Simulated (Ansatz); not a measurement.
# Al5TlSe8: reading a single point

```
CELL_PARAMETERS angstrom
0.00000 3.51473 0.00000
9.30709 -1.75736 0.00000
2.18910 0.00000 -8.76045
ATOMIC_POSITIONS crystal
Al 0.50000 0.00000 0.50000
Se 0.25830 0.51660 0.65820
Se 0.74170 0.48340 0.34180
Se 0.58490 0.16980 0.68490
Se 0.41510 0.83020 0.31510
Al 0.14900 0.29800 0.50450
Al 0.85100 0.70200 0.49550
Tl 0.00000 0.00000 0.00000
Se 0.65950 0.31900 0.99790
Se 0.34050 0.68100 0.00210
Al 0.79000 0.58000 0.85210
Al 0.21000 0.42000 0.14790
Se 0.92780 0.85560 0.68220
Se 0.07220 0.14440 0.31780
```

Level: r2SCAN, no spin polarisation; 500 eV; 6×6×3 Γ-centred mesh; gaussian occupations (width 0.0933 eV); Ansatz 0.2.0, fixed geometry.

Stress: The pressure is 2.5 GPa (compression positive), so with the atoms held at these fractions the cell would first expand; the forces are large, so a full relaxation may end otherwise. The principal stresses -0.9, 2.3, 6.3 GPa differ, so its shape would change too.
Band edges: Within 0.7 eV of the edges, the states project mainly on Se p (92 %) below the gap and on Al s (39 %), Tl p (24 %) and Se p (20 %) above it.
Electronic structure: The gap is 0.71 eV, indirect (the least direct gap found is 1.43 eV).
Formation energy: -0.82 eV an atom against the elements' usual phases (free molecules for gases, crystals otherwise, with no correction for O₂ or N₂), so it is bound against them; other compounds may still compete. Relaxing would lower it.

Origin: a known structure type with other elements, at an estimated volume, so it need not be a known compound. Caveats: no spin-orbit coupling, which can shift this gap by tenths of an eV; the mesh misses a band edge that the path finds.
